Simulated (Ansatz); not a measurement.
HS2NO4F2 — S-33 NMR of the central transition

Cell: a computed structure from the Materials Project (it need not be an observed phase).

Space group P2_1 (No. 4); a = 5.2968, b = 7.9784, c = 6.9264 Å, β = 100.36°.

```csv
site,Wyckoff,site symmetry,x,y,z
H,2a,1,0.0414,0.0044,0.7799
S3,2a,1,0.6764,0.9323,0.8952
S5,2a,1,0.7710,0.2097,0.6334
N,2a,1,0.8469,0.0284,0.7514
O9,2a,1,0.7976,0.7761,0.9490
O11,2a,1,0.4112,0.9495,0.8135
O13,2a,1,0.6371,0.3189,0.7419
O15,2a,1,0.9906,0.2562,0.5548
F17,2a,1,0.7266,0.0469,0.0851
F19,2a,1,0.5639,0.1410,0.4574
```

One atom of each set is listed.

All values are calculated (Ansatz; DFT, PBE, plane waves and PAW, scalar-relativistic, 420 eV cutoff, Γ-centred 5×3×4 k-points, Fermi–Dirac smearing 0.02 eV), not measured.

S-33 has I = 3/2 and Q = -69.40 mb (Pyykkö 2018); at 35.2 T its Larmor frequency is ν₀ = 115.2 MHz. Only the quadrupole interaction is simulated: positions count from each site's isotropic chemical shift, and shift anisotropy, dipolar and J coupling are left out.

Question: Give C_Q, η, the quadrupolar product P_Q = |C_Q|(1 + η²/3)^½, the second-order isotropic shift and the breadth of the pattern (static powder) for each S site.

Answer: 

| site | first shell | C_Q (MHz) | η | P_Q (MHz) | δ_QIS (ppm) | breadth (kHz) |
| --- | --- | --- | --- | --- | --- | --- |
| S3 | 2 O at 1.42 Å, 1 F at 1.58 Å, 1 N at 1.65 Å | 13.5 | 0.86 | 15.1 | -429 | 369 |
| S5 | 2 O at 1.42 Å, 1 F at 1.58 Å, 1 N at 1.67 Å | 15.0 | 0.58 | 15.8 | -471 | 387 |

δ_QIS = −(ν_Q²/30ν₀²)[I(I+1) − 3/4](1 + η²/3) × 10⁶ ppm with ν_Q = 3|C_Q|/[2I(2I−1)]; it falls as 1/B₀² in ppm, and the breadth as 1/B₀ in kHz.

The largest force is 0.5 eV/Å, so the atoms aren't at the calculated equilibrium and relaxing them would move these values. A computed database structure should lie near equilibrium, so this entry is doubtful.

The run took 80 s of wall time (80 s of CPU time) and 0.66 GiB at its peak, on 1 thread of Arm Neoverse V1 (aarch64; 8 cores open to the job, memory cap 2.5 GiB, no GPU), a shared host with a load of 0.5 a core.
